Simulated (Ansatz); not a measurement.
An Ansatz (a first-principles code) run. Input:

Ansatz 0.2 input:
```yaml
crystal:
  lattice:
    - [6.6833594589, 0.0, 0.0]
    - [0.0, 6.6833594589, 0.0]
    - [0.0, 0.0, 5.9932118575]
  atoms:
    - { symbol: Pt, position: [0.5, 0.5, 0.0] }
    - { symbol: Pt, position: [0.0, 0.0, 0.0] }
    - { symbol: Pb, position: [0.6732587787, 0.8267412213, 0.2530636251] }
    - { symbol: Pb, position: [0.1732587787, 0.6732587787, 0.2530636251] }
    - { symbol: Pb, position: [0.3267412213, 0.1732587787, 0.2530636251] }
    - { symbol: Pb, position: [0.8267412213, 0.3267412213, 0.2530636251] }
    - { symbol: Pb, position: [0.6732587787, 0.1732587787, 0.7469363749] }
    - { symbol: Pb, position: [0.1732587787, 0.3267412213, 0.7469363749] }
    - { symbol: Pb, position: [0.3267412213, 0.8267412213, 0.7469363749] }
    - { symbol: Pb, position: [0.8267412213, 0.6732587787, 0.7469363749] }
kpoints:
  mp_grid: { grid: [5, 5, 5] }
  band_path:
    path:
      - [[0.0, 0.0, 0.0], [0.0, 0.5, 0.0], [0.5, 0.5, 0.0], [0.0, 0.0, 0.0], [0.0, 0.0, 0.5], [0.0, 0.5, 0.5], [0.5, 0.5, 0.5], [0.0, 0.0, 0.5]]  # Γ-X-M-Γ-Z-R-A-Z
      - [[0.0, 0.5, 0.0], [0.0, 0.5, 0.5]]  # X-R
      - [[0.5, 0.5, 0.0], [0.5, 0.5, 0.5]]  # M-A
    npoints: 8
basis: { xc_grid: 2 }
hamiltonian:
  xc: pbesol
  pseudopotentials: { kind: paw }
magnetization: { noncollinear: true, spin_orbit: true }
scf:
  n_extra_bands: 20
  convergence: { dr2_threshold: 0.0000000001 }
  occupations: { method: gaussian, width: 0.05 }
output: { eigenvalues: true }
```

Output (shortened):

```
Pseudopotential: Pt, paw_fr, valence charge 18
Pseudopotential: Pb, paw_fr, valence charge 14
Functional definition: PBEsol
non-collinear run that drives no moment, with spin-orbit …
Crystal: 10 atoms, lattice volume = 267.701 Å³
Basis set: ecut = 420 eV, 5165 PW (Γ), exchange–correlation on 90×90×90 points (8 copies of the dense FFT grid, shifted against one another)
Bands: 168, of which v1, the nominal top of the filled ones, is band 148 counted from 1 (147 counted from 0)
Symmetry: 16 space group operations + 16 with time reversal
k-points: 18 of 125
Projection manifold: j_resolved (fully-relativistic pseudo-atomic orbitals)
SCF iter   1: F=—  HF=-119178.839869 eV  |F-HF|=—  |Δ(HF+E_count)|=         —  Δρ=2.49e-2  dr2=1.75e0  dr2_m=0.00e0 (ungated)  ethr=3.10e-3  |M|=0.00e0 ∫|m|=0.00e0 μB  |m|>n=0.0e0 m-floor=0.0e0 τ_xc=0.0e0  β_m=0.30  ⟨swp⟩=6.9  Hψ=7411  notcnv=0  defer=24
preconditioner: auto → Kerker (q_TF=auto, 2.472 Å⁻¹)
spin=Noncollinear: Kerker preconditioning applied to the charge; magnetization (m_x, m_y, m_z) channels mix plain (no charge-response kernel on spin).
SCF iter   2: F=—  HF=-119178.557812 eV  |F-HF|=—  |Δ(HF+E_count)|=   2.82e-1  Δρ=1.66e-2  dr2=9.77e-1  dr2_m=0.00e0 (ungated)  ethr=1.18e-3  |M|=0.00e0 ∫|m|=0.00e0 μB  |m|>n=0.0e0 m-floor=0.0e0 τ_xc=0.0e0  β_m=0.57  ⟨swp⟩=2.0  Hψ=1836  notcnv=0  defer=218
preconditioner: auto → Resta (q_TF=auto, 2.472 Å⁻¹)
spin=Noncollinear: Resta preconditioning applied to the charge; magnetization (m_x, m_y, m_z) channels mix plain (no charge-response kernel on spin).
SCF iter   3: F=—  HF=-119178.298737 eV  |F-HF|=—  |Δ(HF+E_count)|=   2.59e-1  Δρ=7.86e-3  dr2=1.71e-1  dr2_m=0.00e0 (ungated)  ethr=6.60e-4  |M|=0.00e0 ∫|m|=0.00e0 μB  |m|>n=0.0e0 m-floor=0.0e0 τ_xc=0.0e0  β_m=0.58  ⟨swp⟩=4.0  Hψ=2713  notcnv=0  defer=220
SCF iter   4: F=—  HF=-119178.270749 eV  |F-HF|=—  |Δ(HF+E_count)|=   2.80e-2  Δρ=1.90e-3  dr2=1.00e-2  dr2_m=0.00e0 (ungated)  ethr=1.15e-4  |M|=0.00e0 ∫|m|=0.00e0 μB  |m|>n=0.0e0 m-floor=0.0e0 τ_xc=0.0e0  β_m=0.73  ⟨swp⟩=2.0  Hψ=2082  notcnv=0  defer=220
SCF iter   5: F=—  HF=-119178.270807 eV  |F-HF|=—  |Δ(HF+E_count)|=   5.78e-5  Δρ=5.18e-4  dr2=1.28e-3  dr2_m=0.00e0 (ungated)  ethr=6.79e-6  |M|=0.00e0 ∫|m|=0.00e0 μB  |m|>n=0.0e0 m-floor=0.0e0 τ_xc=0.0e0  β_m=0.87  ⟨swp⟩=3.0  Hψ=2851  notcnv=0  defer=220
SCF iter   6: F=—  HF=-119178.271041 eV  |F-HF|=—  |Δ(HF+E_count)|=   2.34e-4  Δρ=2.32e-4  dr2=2.15e-4  dr2_m=0.00e0 (ungated)  ethr=8.68e-7  |M|=0.00e0 ∫|m|=0.00e0 μB  |m|>n=0.0e0 m-floor=0.0e0 τ_xc=0.0e0  β_m=0.91  ⟨swp⟩=2.0  Hψ=1813  notcnv=0  defer=220
SCF iter   7: F=—  HF=-119178.271055 eV  |F-HF|=—  |Δ(HF+E_count)|=   1.44e-5  Δρ=5.36e-5  dr2=1.35e-5  dr2_m=0.00e0 (ungated)  ethr=1.45e-7  |M|=0.00e0 ∫|m|=0.00e0 μB  |m|>n=0.0e0 m-floor=0.0e0 τ_xc=0.0e0  β_m=0.95  ⟨swp⟩=2.0  Hψ=1731  notcnv=0  defer=220
SCF iter   8: F=—  HF=-119178.271048 eV  |F-HF|=—  |Δ(HF+E_count)|=   7.32e-6  Δρ=1.07e-5  dr2=3.67e-7  dr2_m=0.00e0 (ungated)  ethr=9.14e-9  |M|=0.00e0 ∫|m|=0.00e0 μB  |m|>n=0.0e0 m-floor=0.0e0 τ_xc=0.0e0  β_m=0.98  ⟨swp⟩=2.0  Hψ=1875  notcnv=0  defer=220
SCF iter  11: F=-119178.270949 eV  HF=-119178.270949 eV  |F-HF|=4.37e-11  |Δ(HF+E_count)|=  2.62e-10  Δρ=1.69e-7  dr2=9.19e-11  dr2_m=0.00e0 (ungated)  ethr=1.00e-12  |M|=0.00e0 ∫|m|=0.00e0 μB  |m|>n=0.0e0 m-floor=0.0e0 τ_xc=0.0e0  ⟨swp⟩=10.6  Hψ=6957  notcnv=0
SCF 1 converged in 11 iterations: F = -119178.270949 eV  dr2 = 9.19e-11
NSCF: frozen V_eff on 75 k-points
SCF converged after 11 iterations
Magnetization: |M| = 0.0000 μB,  M = (+0.0000, +0.0000, +0.0000) μB
Absolute magnetization: 0.0000 μB (∫|m|)
  site 0: m = (+0.0000, +0.0000, +0.0000) μB, |m| = 0.0000 μB  (R = 1.20 Å)
  site 1: m = (+0.0000, +0.0000, +0.0000) μB, |m| = 0.0000 μB  (R = 1.20 Å)
  site 2: m = (+0.0000, +0.0000, +0.0000) μB, |m| = 0.0000 μB  (R = 1.20 Å)
  site 3: m = (+0.0000, +0.0000, +0.0000) μB, |m| = 0.0000 μB  (R = 1.20 Å)
  site 4: m = (+0.0000, +0.0000, +0.0000) μB, |m| = 0.0000 μB  (R = 1.20 Å)
  site 5: m = (+0.0000, +0.0000, +0.0000) μB, |m| = 0.0000 μB  (R = 1.20 Å)
  site 6: m = (+0.0000, +0.0000, +0.0000) μB, |m| = 0.0000 μB  (R = 1.20 Å)
  site 7: m = (+0.0000, +0.0000, +0.0000) μB, |m| = 0.0000 μB  (R = 1.20 Å)
  site 8: m = (+0.0000, +0.0000, +0.0000) μB, |m| = 0.0000 μB  (R = 1.20 Å)
  site 9: m = (+0.0000, +0.0000, +0.0000) μB, |m| = 0.0000 μB  (R = 1.20 Å)
Free energy (F): -119178.270949 eV
Harris-Foulkes:  -119178.270949 eV  (|F-HF|=4.37e-11)
Internal energy: -119178.263300 eV  (E = F + TS)
E sigma→0 (E₀):  -119178.267125 eV
Entropy (-TS):   -0.007649 eV (-0.765 meV/atom)
Fermi energy:    12.244690 eV
--- Per-component energies (eV) ---
  E_band       = -787.302929
  E_kinetic    = 3606.611461
  E_local      = -13213.151322  (includes V_loc(G=0)·N_el)
  E_nonlocal   = 3205.848231
  E_hartree    = 5282.531207
  E_xc         = -2273.875731
  E_vxc        = -1669.756770  (∫ρ·V_xc dr)
  E_paw        = -101051.726644  (= ΣΔE_a)
  E_vpaw       = -3281.917701  (= ΣTr[D̂ρ^β])
  E_aug_tail   = 0.000658  (compensation charges beyond the density's cutoff)
  E_ewald      = -14735.682010
  E_core_change = 1.180849  (= ΣΔE_core)
  E_smearing   = -0.007649  (= −TS)
  E_closure    = 0.000000  (closes the sum)
  Σ components = -119178.270949   (vs F -119178.270949, Δ=0.00e0)
  [band-id]    e_kinetic+e_local+e_nonlocal+2·e_hartree+e_vxc+e_vpaw+e_augmentation_tail = -787.303027   (vs E_band -787.302929, Δ=-9.79e-5)
--- Band table (eV; the first three rows and the last of 18) ---
  k-point 0: bands = ["-85.9185", "-85.9185", "-85.9185", "-85.9185", "-51.2923", "-51.2923", "-51.2923", "-51.2923", "-36.3121", "-36.3121", "-36.3118", "-36.3118", "-36.2500", "-36.2500", "-36.2500", "-36.2500", "-5.9540", "-5.9540", "-5.9528", "-5.9528", …
  k-point 1: bands = ["-85.9185", "-85.9185", "-85.9185", "-85.9185", "-51.2923", "-51.2923", "-51.2923", "-51.2923", "-36.3121", "-36.3121", "-36.3118", "-36.3118", "-36.2500", "-36.2500", "-36.2500", "-36.2500", "-5.9532", "-5.9532", "-5.9480", "-5.9480", …
  k-point 2: bands = ["-85.9185", "-85.9185", "-85.9185", "-85.9185", "-51.2923", "-51.2923", "-51.2923", "-51.2923", "-36.3121", "-36.3121", "-36.3118", "-36.3118", "-36.2500", "-36.2500", "-36.2500", "-36.2500", "-5.9537", "-5.9537", "-5.9472", "-5.9472", …
  k-point 17: bands = ["-85.9185", "-85.9185", "-85.9185", "-85.9185", "-51.2923", "-51.2923", "-51.2923", "-51.2923", "-36.3120", "-36.3120", "-36.3119", "-36.3119", "-36.2500", "-36.2500", "-36.2500", "-36.2500", "-5.9446", "-5.9446", "-5.9428", "-5.9428", …
```

Cost: about 12 core-minutes (a rough figure) on shared cores.

Space group P4/nbm. The first step of the workflow began from a Materials Project structure, measured or hypothetical; the Crystallography Open Database files this formula in space group No. 125, but the cells were not matched. Its standing as an ambient phase is unchecked. Symmetry was held in the PBEsol relaxation; its stability against distortions is not shown here. The run is not spin-polarised.

Potentials: the later of the program's two PAW sets.

Ansatz is a plane-wave DFT program.
